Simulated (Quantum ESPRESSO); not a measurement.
Rh2Hf3ZnAgSn, input and log of a self-consistent run

Simulated, not a measurement. The program is pw.x of Quantum ESPRESSO 7.5 (plane-wave density functional theory). The cell is made up: eight metal atoms on a face-centred cubic lattice, with elements, volume, strain and displacements drawn at random and not relaxed, so it may be unstable or far from any real phase. PseudoDojo standard norm-conserving files set the functional (PBE unless stated); there is no spin polarisation or spin-orbit coupling, the Fermi-Dirac width of 0.25 eV means electrons at about 2900 K, and the masses in the input are unused placeholders. The tin pseudopotential is less sure than most, with forces differing by about three percent from a second method on plain tin. Heavy elements are run without spin-orbit coupling, which real alloys of them have. A spin test at this wide smearing found no moment, but such smearing suppresses magnetism that the real alloy may have.

Input:

```
&control calculation='scf', pseudo_dir='./dojo.nc.sr.pbe.v0_5.standard.upf', outdir='./o', disk_io='minimal', tprnfor=.true., tstress=.true. /
&system ibrav=0, nat=8, ntyp=5, nbnd=76, ecutwfc=87.97787729, nosym=.true., tot_charge=0,
 occupations='smearing', smearing='fd', degauss=0.0183746611
/
&electrons conv_thr=1.470e-08, electron_maxstep=70, mixing_beta=0.5 /
ATOMIC_SPECIES
Ag 1.0 Ag.upf
Hf 1.0 Hf.upf
Rh 1.0 Rh.upf
Sn 1.0 Sn.upf
Zn 1.0 Zn.upf
CELL_PARAMETERS angstrom
0.0296 4.2464 0.0503
-4.2793 -0.0799 -4.2985
-4.1829 0.0206 4.2021
ATOMIC_POSITIONS angstrom
Rh 0.1037 0.0357 -0.0219
Hf -2.1125 -0.0768 2.1716
Hf -2.2378 -0.0839 -2.1858
Zn -4.238 0.0182 -0.0478
Hf -2.1529 2.0209 -0.0209
Ag -4.1628 2.0641 2.0761
Rh -4.1902 2.0057 -2.1683
Sn -6.2999 2.1296 -0.0176
K_POINTS automatic
6 4 4 1 1 1
```

The log is shortened where brackets say so; the opening notice, blank lines, dates and the lines on written files are dropped, and the path of the files is cut. It prints rydbergs, bohrs and kilobars, and counts compression as positive stress. Its total energy is the free energy E - TS of the whole cell.

```
     Program PWSCF v.7.5
     Parallel version (MPI & OpenMP), running on       4 processor cores
     Number of MPI processes:                 4
     Threads/MPI process:                     1
     [start-up lines left out]
     bravais-lattice index     =            0
     lattice parameter (alat)  =       8.0253  a.u.
     unit-cell volume          =    1030.3459 (a.u.)^3
     number of atoms/cell      =            8
     number of atomic types    =            5
     number of electrons       =       123.00
     number of Kohn-Sham states=           76
     kinetic-energy cutoff     =      87.9779  Ry
     charge density cutoff     =     351.9115  Ry
     scf convergence threshold =      1.5E-08
     mixing beta               =       0.5000
     number of iterations used =            8  plain     mixing
     Exchange-correlation= PBE
                           (   1   4   3   4   0   0   0)
     [axes and pseudopotential details left out]
   Cartesian axes
     site n.     atom                  positions (alat units)
         1        Rh     tau(   1) = (   0.0244184   0.0084063  -0.0051568  )
         2        Hf     tau(   2) = (  -0.4974332  -0.0180842   0.5113496  )
         3        Hf     tau(   3) = (  -0.5269378  -0.0197560  -0.5146933  )
         4        Zn     tau(   4) = (  -0.9979276   0.0042856  -0.0112555  )
         5        Hf     tau(   5) = (  -0.5069463   0.4758641  -0.0049214  )
         6        Ag     tau(   6) = (  -0.9802202   0.4860364   0.4888621  )
         7        Rh     tau(   7) = (  -0.9866721   0.4722849  -0.5105725  )
         8        Sn     tau(   8) = (  -1.4834460   0.5014598  -0.0041443  )
     number of k points=    48  Fermi-Dirac smearing, width (Ry)=  0.0184
                       cart. coord. in units 2pi/alat
        k(    1) = (  -0.1260589   0.0842148   0.0004339), wk =   0.0416667
        k(    2) = (  -0.2529578   0.0836028   0.1267773), wk =   0.0416667
     [further k points left out]
     Dense  grid:   114817 G-vectors     FFT dimensions: (  48,  72,  72)
     Estimated max dynamical RAM per process >     421.99 MB
     Estimated total dynamical RAM >       1.57 GB
     Initial potential from superposition of free atoms
     starting charge     122.9910, renormalised to     123.0000
     Starting wfcs are   79 randomized atomic wfcs
     total cpu time spent up to now is       15.3 secs
     per-process dynamical memory:   323.4 Mb
     Self-consistent Calculation
     iteration #  1     ecut=    87.98 Ry     beta= 0.50
     Davidson diagonalization with overlap
     ethr =  1.00E-02,  avg # of iterations =  3.6
     Threshold (ethr) on eigenvalues was too large:
     Diagonalizing with lowered threshold
     Davidson diagonalization with overlap
     ethr =  6.73E-04,  avg # of iterations =  2.3
     total cpu time spent up to now is       85.6 secs
     total energy              =   -1693.17577182 Ry
     estimated scf accuracy    <       0.87249171 Ry
     iteration #  2     ecut=    87.98 Ry     beta= 0.50
     Davidson diagonalization with overlap
     ethr =  7.09E-04,  avg # of iterations =  2.9
     total cpu time spent up to now is      121.2 secs
     total energy              =   -1693.33111864 Ry
     estimated scf accuracy    <       1.51185242 Ry
     iteration #  3     ecut=    87.98 Ry     beta= 0.50
     Davidson diagonalization with overlap
     ethr =  7.09E-04,  avg # of iterations =  2.0
     total cpu time spent up to now is      158.0 secs
     total energy              =   -1693.46494425 Ry
     estimated scf accuracy    <       0.82373458 Ry
     iteration #  4     ecut=    87.98 Ry     beta= 0.50
     Davidson diagonalization with overlap
     ethr =  6.70E-04,  avg # of iterations =  1.0
     total cpu time spent up to now is      187.8 secs
     total energy              =   -1693.54565815 Ry
     estimated scf accuracy    <       0.07870679 Ry
     iteration #  5     ecut=    87.98 Ry     beta= 0.50
     Davidson diagonalization with overlap
     ethr =  6.40E-05,  avg # of iterations =  5.3
     total cpu time spent up to now is      223.4 secs
     total energy              =   -1693.55039485 Ry
     estimated scf accuracy    <       0.05026089 Ry
     [iterations 6 to 10 left out]
     iteration # 11     ecut=    87.98 Ry     beta= 0.50
     Davidson diagonalization with overlap
     ethr =  2.04E-08,  avg # of iterations =  2.1
     total cpu time spent up to now is      422.2 secs
     total energy              =   -1693.55846665 Ry
     estimated scf accuracy    <       0.00000247 Ry
     iteration # 12     ecut=    87.98 Ry     beta= 0.50
     Davidson diagonalization with overlap
     ethr =  2.01E-09,  avg # of iterations =  3.0
     total cpu time spent up to now is      457.2 secs
     total energy              =   -1693.55846713 Ry
     estimated scf accuracy    <       0.00000052 Ry
     iteration # 13     ecut=    87.98 Ry     beta= 0.50
     Davidson diagonalization with overlap
     ethr =  4.24E-10,  avg # of iterations =  2.4
     total cpu time spent up to now is      492.6 secs
     total energy              =   -1693.55846721 Ry
     estimated scf accuracy    <       0.00000007 Ry
     iteration # 14     ecut=    87.98 Ry     beta= 0.50
     Davidson diagonalization with overlap
     ethr =  5.91E-11,  avg # of iterations =  2.5
     total cpu time spent up to now is      526.3 secs
     total energy              =   -1693.55846722 Ry
     estimated scf accuracy    <       0.00000007 Ry
     iteration # 15     ecut=    87.98 Ry     beta= 0.50
     Davidson diagonalization with overlap
     ethr =  5.48E-11,  avg # of iterations =  1.5
     total cpu time spent up to now is      556.7 secs
     End of self-consistent calculation
     [lines on levels left out]
!    total energy              =   -1693.55846723 Ry
     estimated scf accuracy    <          2.0E-09 Ry
     smearing contrib. (-TS)   =      -0.10266839 Ry
     internal energy E=F+TS    =   -1693.45579883 Ry
     The total energy is F=E-TS. E is the sum of the following terms:
     one-electron contribution =    -714.91717631 Ry
     hartree contribution      =     417.03871267 Ry
     xc contribution           =    -296.44754274 Ry
     ewald contribution        =   -1099.12979245 Ry
     convergence has been achieved in  15 iterations
     Forces acting on atoms (cartesian axes, Ry/au):
     atom    1 type  3   force =    -0.03753086   -0.01079112    0.00327960
     atom    2 type  2   force =     0.02315391    0.02472666   -0.01865899
     atom    3 type  2   force =    -0.01552018    0.00841820    0.00288187
     atom    4 type  5   force =     0.02040629   -0.00873507   -0.00467673
     atom    5 type  2   force =     0.03774453    0.01010672    0.00094556
     atom    6 type  1   force =    -0.01243751    0.00487306    0.01095616
     atom    7 type  3   force =    -0.00485913    0.00468930    0.00754491
     atom    8 type  4   force =    -0.01095706   -0.03328776   -0.00227238
     Total force =     0.083834     Total SCF correction =     0.000199
     Computing stress (Cartesian axis) and pressure
          total   stress  (Ry/bohr**3)                   (kbar)     P=      -41.72
  -0.00065608  -0.00001531  -0.00008857          -96.51       -2.25      -13.03
  -0.00001531  -0.00014487  -0.00008607           -2.25      -21.31      -12.66
  -0.00008857  -0.00008607  -0.00004994          -13.03      -12.66       -7.35
     init_run     :     13.15s CPU     13.53s WALL (       1 calls)
     electrons    :    532.45s CPU    541.46s WALL (       1 calls)
     forces       :      3.96s CPU      4.00s WALL (       1 calls)
     stress       :     17.45s CPU     17.79s WALL (       1 calls)
     [timing details left out]
     PWSCF        :   9m28.80s CPU   9m38.70s WALL
     JOB DONE.
```

In other units: free energy -23042.037 eV for the cell, pressure -4.17 GPa, largest force component 0.970 eV/Å in size. The run took 580 s of wall time with four MPI processes on a shared machine (Intel Xeon, older, virtual cores), so the time is rough. A rerun of this cell at a higher cutoff and on a denser mesh moved values by no more than 0.002 eV in energy, 0.05 GPa in stress and 0.006 eV/Å in force, and a second program with other atomic files agreed on that cell to 2 % rms in force and 0.5 GPa in pressure.